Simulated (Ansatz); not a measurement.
The runs began from a structure in Materials Project; this end point is another cell, not compared with measured phases.

The end point of a relaxation of BaF₂. Space group R3m (No. 160). Level of theory: PBEsol (plane waves to 420 eV, PAW, scalar-relativistic; Ansatz, a quantum-chemistry and plane-wave program).

```xyz
6
Lattice="2.0877 1.2053 7.3847 -2.0877 1.2053 7.3847 0.0000 -2.4107 7.3847" Properties=species:S:1:pos:R:3 pbc="T T T"
F      0.0000     0.0000     1.2721
Ba     0.0000     0.0000     9.8412
F      0.0000     0.0000     7.1646
Ba     0.0000     0.0000    20.8462
F      0.0000     0.0000     3.7312
F      0.0000     0.0000    12.5300
```

For BaF2, the volume per atom comes out as 18.58 Å³. The band gap comes out as 5.02 eV, direct at Γ (no spin-orbit coupling), the shortest distances is F–F 2.46 Å; Ba–F 2.58 Å and the k-mesh comes out as 9×9×9.

Band energies at high-symmetry points (eV from the VBM; labels of this space group; no spin-orbit coupling), from −5 eV up to 8.3 eV:

```tsv
point	energies
Γ	-2.40 -2.10 -2.10 -1.68 -1.68 -1.58 -1.07 -1.05 -1.05 -0.65 -0.65 0.00 5.02 7.69
T	-2.18 -2.04 -2.04 -1.61 -1.61 -1.57 -1.27 -1.27 -1.08 -0.57 -0.57 -0.30 5.38 7.61 8.24 8.24
H2	-2.09 -1.94 -1.81 -1.54 -1.25 -1.08 -0.97 -0.86 -0.70 -0.63 -0.53 -0.14 5.86 7.37 8.06
H0	-2.09 -1.94 -1.81 -1.54 -1.25 -1.08 -0.97 -0.86 -0.70 -0.63 -0.53 -0.14 5.86 7.37 8.06
L	-2.33 -1.77 -1.76 -1.54 -1.52 -1.18 -0.89 -0.81 -0.79 -0.67 -0.47 -0.14 5.95 7.12 7.72
S0	-2.09 -1.95 -1.80 -1.55 -1.24 -1.06 -0.96 -0.88 -0.72 -0.62 -0.53 -0.14 5.86 7.39 8.10
S2	-2.09 -1.95 -1.80 -1.55 -1.24 -1.06 -0.96 -0.88 -0.72 -0.62 -0.53 -0.14 5.86 7.39 8.10
F	-2.15 -2.01 -1.92 -1.60 -1.23 -1.22 -0.85 -0.81 -0.75 -0.66 -0.51 -0.14 5.80 6.87 8.08
```

No spin polarisation in the result.

The run could not lose the symmetry of its start.

It was reached from a disturbed copy of a Fm-3m (No. 225) cell (fluorite type), against which it lies +164 meV/atom.
